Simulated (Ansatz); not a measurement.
**Ca$_{3}$BiP: the gap against volume**

Ca$_{3}$BiP, Pm-3m, a = 5.407 Å. The structure is a Materials Project entry; whether it is the stable form wasn't checked. Ansatz: r2SCAN, PAW, 500 eV, Γ-centred 6×6×6 mesh on 5 atoms, Gaussian smearing 0.02 eV; no spin polarisation. Symmetry fixes shape and atoms, so the cell is only scaled; x = ln(V/V0) with V0 = 31.607 Å³/atom. The gap is read at the mesh points alone.

| x | gap y (eV) |
| --- | --- |
| -0.0619 | 0.808 |
| -0.0305 | 0.722 |
| 0.0000 | 0.639 |
| 0.0296 | ? |
| 0.0583 | 0.487 |

Question: Fit a straight line to the other rows, give the volume deformation potential of the gap and its pressure coefficient, and predict the missing gap. B0 = 40.0 GPa.

Answer: Means x = -0.008525, y = 0.66400; Σ(Δx)² = 0.007870, ΣΔxΔy = -0.02100; the slope is their ratio. y = 0.6413 − 2.669 x. The slope is the deformation potential a = dE_g/d ln V = -2.67 eV, and dE_g/dP = −a/B0 = 66.7 meV/GPa. At x = 0.0296 the fit asked for gives 0.562 eV. The run gave 0.561 eV, so the fit is 0.001 eV too high, within the rms miss on the fitted rows (0.002 eV).

Spin-orbit coupling is left out, which matters for the bands of heavy elements.